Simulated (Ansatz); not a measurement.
ZnRh (CsCl type, Pm-3m) at seven volumes, PBEsol in the plane-wave PAW code Ansatz, scaled uniformly. One row is withheld.

| V (Å³/atom) | P (GPa) |
|---|---|
| 11.959 | 23.88 |
| 12.353 | 14.45 |
| 12.747 | 6.58 |
| 13.141 | 0.00 |
| 13.536 | -5.49 |
| 13.930 | ? |
| 14.324 | -13.87 |

Problem. Fit the shown pressures and predict the withheld one.

Solution. P = (3/2)B₀(x^(7/2) − x^(5/2))[1 + (3/4)(B′ − 4)(x − 1)] with x = (V₀/V)^(2/3). Least squares on the six rows gives V₀ = 13.141 Å³/atom, B₀ = 200 GPa, B′ = 5.02. At V = 13.930, x = 0.9619 and P = -10.08 GPa. The run itself gave -10.07 GPa.

The first step of the workflow began from a Materials Project structure, measured or hypothetical; the Crystallography Open Database copy checked does not list it. With Zn and Rh taken as one species the cell has the higher symmetry Im-3m, so it may be an ordered model of a mixed-site phase. Whether it is the stable phase at ambient conditions was not checked. The cell was relaxed with PBEsol under the symmetry of its start; of distortions, only those at the zone centre were tested. The run is not spin-polarised.

Potentials: the later of the program's two PAW sets.
